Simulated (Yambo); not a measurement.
```xyz
2
Lattice="1.9387 -1.9532 0.0000 1.9387 1.9532 0.0000 0.0000 0.0000 3.0994" Properties=species:S:1:pos:R:3 pbc="T T T"
Al     0.0000     0.0000     0.0000
Ni     1.9387     0.0000     1.5497
```

The geometry is that of Materials Project entry mp-1228868, symmetrised and not relaxed again.

Q: Where are the main features of Im ε from RPA with local fields on PBEsol bands (Yambo; 18×18×16 mesh, 37 bands, 4 Ry local-field block, 0.25 eV broadening; field along x)?

A: Peaks at 2.2 eV (11), 4.4 eV (14), heights in brackets. Only interband transitions are included: the Drude term is missing, so nothing below about 0.6 eV and no real part is shown. Peak heights and small wiggles depend on the k mesh. 

This is not the ordinary phase of the substance; no match was found in the copy of COD used, and its stability was not checked.

The runs are not spin-polarised; magnetic order was not tried.
